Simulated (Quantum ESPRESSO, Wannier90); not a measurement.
# SiO₂ (P6₂22), plane waves to Wannier functions

```
begin unit_cell_cart
ang
    5.0610902118    0.0000000000    0.0000000000
   -2.5305451059    4.3830326943    0.0000000000
    0.0000000000    0.0000000000    5.5405000000
end unit_cell_cart
begin atoms_frac
Si   0.0000000000  0.5000000000 -0.3333333333
Si   0.5000000000  0.0000000000  0.0000000000
Si   0.5000000000  0.5000000000  0.3333333333
O   -0.2086300000 -0.4172600000  0.5000000000
O    0.2086300000 -0.2086300000 -0.1666666667
O    0.4172600000  0.2086300000  0.1666666667
O    0.2086300000  0.4172600000  0.5000000000
O   -0.2086300000  0.2086300000 -0.1666666667
O   -0.4172600000 -0.2086300000  0.1666666667
end atoms_frac
```

Materials Project entry mp-6922; symmetrised, unrelaxed at this level. COD (Crystallography Open Database) has the formula in 34 space groups, this one among them (matched by group alone). Method: PBEsol plane waves in Quantum ESPRESSO 7.5 (PseudoDojo norm-conserving files, 68 Ry, no spin polarisation, no spin-orbit coupling), Bloch states on a 6×6×4 mesh through Γ, Wannier90 4.0.1. Density: 12×12×6 mesh, cold smearing 0.01 Ry.

Bands 13-24 form an isolated set from -3.30 to 0.00 eV relative to the valence-band maximum (on the path) and are turned into 12 Wannier functions by minimising the spread from the start: SCDM (isolated).

Q: Where do the functions sit, how wide are they and what are they made of?

A: 
```json
[
 {"functions": "6", "spread (Å²)": "1.20", "nearest atom, distance (Å)": "O 0.02", "second atom, distance (Å)": "Si 1.60", "weight on atomic waves": "O 2p 87 %"},
 {"functions": "6", "spread (Å²)": "1.18", "nearest atom, distance (Å)": "O 0.06", "second atom, distance (Å)": "Si 1.59", "weight on atomic waves": "O 2p 90 %, Si 3p 4 %"}
]
```

Ω_I = 14.10 Å², Ω_total = 14.28 Å²; the interpolated bands follow pw.x to 0.1 meV rms on the path. Only this start was tried; a symmetric start can stop on a saddle, and mixtures of these functions could lower the total by at most Ω_total − Ω_I.
